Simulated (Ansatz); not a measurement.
Zn2SeS:
Space group R3m, hexagonal axes (No. 160); a = 3.9077 Å, b = 3.9077 Å, c = 19.1606 Å, α = 90.00°, β = 90.00°, γ = 120.00°

| atom | site | symmetry | x | y | z |
|---|---|---|---|---|---|
| Zn | 3a | 3m | 0.0000 | 0.0000 | 0.0038 |
| Zn | 3a | 3m | 0.0000 | 0.0000 | 0.4964 |
| Se | 3a | 3m | 0.0000 | 0.0000 | 0.6244 |
| S | 3a | 3m | 0.0000 | 0.0000 | 0.1254 |
(The calculation used a cell of 4 atoms; values per cell refer to that cell.)

Relaxed with r²SCAN. The program Ansatz at the r²SCAN level (PAW) gives a gap of 2.04 eV.

Problem. What gap does HSE06 give on the same cell (Ansatz, PAW)?

Solution. 2.62 eV, 0.58 eV more. The hybrid was solved on a coarser mesh and at special points; the gap given is the minimum over both.

```tsv
k	v1 r²SCAN	c1 r²SCAN	v1 HSE06	c1 HSE06
Γ	0.00	2.04	0.00	2.62
T	-0.24	3.20	(withheld)	(withheld)
L	-1.46	4.07	(withheld)	(withheld)
F	-0.97	3.21	-1.01	3.83
S0	-1.73	4.29	(withheld)	(withheld)
H0	-1.72	4.50	(withheld)	(withheld)
```

Problem. Top valence (v1) and lowest conduction level (c1) in eV from each method's valence maximum (which need not be a listed point): supply the withheld HSE06 values.

Solution. 
- H0, v1 HSE06: -1.78
- H0, c1 HSE06: 5.15
- L, v1 HSE06: -1.51
- L, c1 HSE06: 4.74
- T, v1 HSE06: -0.24
- T, c1 HSE06: 3.87
- S0, v1 HSE06: -1.79
- S0, c1 HSE06: 4.93

Cost on shared cores: the r²SCAN run (SCF on a 8×8×8 mesh, then bands and DOS) roughly 110 core-seconds, the HSE06 run (SCF on 6×6×6, then a few points) about 9 core-minutes (a rough figure); the tasks are unlike.

The workflow started from a Materials Project entry (that database holds measured and hypothetical structures alike); the Crystallography Open Database copy checked does not list it. Its standing as an ambient phase is unchecked. The r²SCAN relaxation kept the symmetry of its start; its stability against distortions is not shown here. Spin–orbit coupling is left out wherever it is not named.

Potentials: the later of the program's two PAW sets.
